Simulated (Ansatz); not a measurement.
# All-electron card of SbPt

```
Sb Pt
1.0
     4.17744    0.00000    0.00000
    -2.08872    3.61777    0.00000
     0.00000    0.00000    5.53920
Sb Pt
2 2
Direct
  0.66667 0.33333 0.75000
  0.33333 0.66667 0.25000
  0.00000 0.00000 0.50000
  0.00000 0.00000 0.00000
```

Atom numbers follow the list: Sb1, Sb2, Pt3, Pt4.

Structure from Materials Project entry mp-2845 (possibly hypothetical), not relaxed further.

No spin–orbit coupling, which matters for the heavy atoms here.

Methods: DFT, LDA, all-electron LAPW, scalar-relativistic (Ansatz 0.2.0); DFT, LDA, PAW with Ansatz's default frozen-core files, scalar-relativistic (Ansatz 0.2.0).

For LAPW: a Γ-centred 9×9×6 k mesh, Fermi–Dirac smearing of 0.05 eV, basis error target 1 meV/atom, no spin polarisation. PAW takes a cutoff of 420 eV at this cell (files made with PBE, cores remade for this functional). The Ansatz runs share mesh, smearing and spin set-up. Values come from LAPW unless marked.

- Löwdin charges (with 0.32 e of the cell spilling out of the atomic basis, so their sizes and signs hang on that basis): Sb1 0.00, Pt3 0.16 e
- Band gap: none: bands cross the Fermi level, a metal
- Bader charges (from the PAW run): Sb1 +0.70, Pt3 -0.70 e
- Volume per atom: 20.93 Å³

Question: Give the computed value. Stress xx, yy, zz (compression positive).

Answer: -4.47, -4.47, -6.00 GPa.

Question: Give the computed value. Density of states at the Fermi level (0.2 eV bin).

Answer: 1.93 states/eV per cell.

Question: Pressure at this cell: what does the calculation give?

Answer: -4.98 GPa.
